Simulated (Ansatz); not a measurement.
TcRu:
```xyz
2
Lattice="2.7210 0.0000 0.0000 -1.3605 2.3565 0.0000 0.0000 0.0000 4.3084" Properties=species:S:1:pos:R:3 pbc="T T T"
Tc     0.0000     0.0000     0.0000
Ru     0.0000     1.5710     2.1542
```

Relaxed with r²SCAN. Special points in fractions of this cell's reciprocal vectors: Γ (0.000, 0.000, 0.000); M (0.500, 0.000, 0.000); K (0.333, 0.333, 0.000); A (0.000, 0.000, 0.500); L (0.500, 0.000, 0.500); H (0.333, 0.333, 0.500).

Problem. List the band energies nearest the Fermi level at these points for r²SCAN (plane waves, PAW; program Ansatz).

Solution. In eV from the Fermi level; about four levels below and three above (degenerate sets whole), none deeper than 8.9 eV; … stands for higher levels left out; points with the same levels are listed once.

```csv
k,below,above
Γ,-1.33 -1.33 -0.96 -0.96,1.61 …
M,-2.69 -1.68 -1.51 -1.01,1.77 2.82 3.19
K,-3.58 -2.74 -2.28 -0.56,1.63 1.91 2.24
A,-2.57 -2.57 -2.23 -2.23 -2.18,0.91 0.91 …
L,-4.44 -4.27 -0.96 -0.09,0.71 1.25 1.88
H,-2.65 -2.15 -0.72 -0.63,1.76 2.26 8.95
```

Space group P-6m2. The first step of the workflow began from a Materials Project structure, measured or hypothetical; the Crystallography Open Database copy checked does not list it. With Tc and Ru taken as one species the cell has the higher symmetry P6_3/mmc, so it may be an ordered model of a mixed-site phase. Its standing as an ambient phase is unchecked. The cell was relaxed with r²SCAN under the symmetry of its start; whether a distortion lowers the energy is not shown. The run is not spin-polarised. Spin–orbit coupling is left out wherever it is not named.

Potentials: the later of the program's two PAW sets.
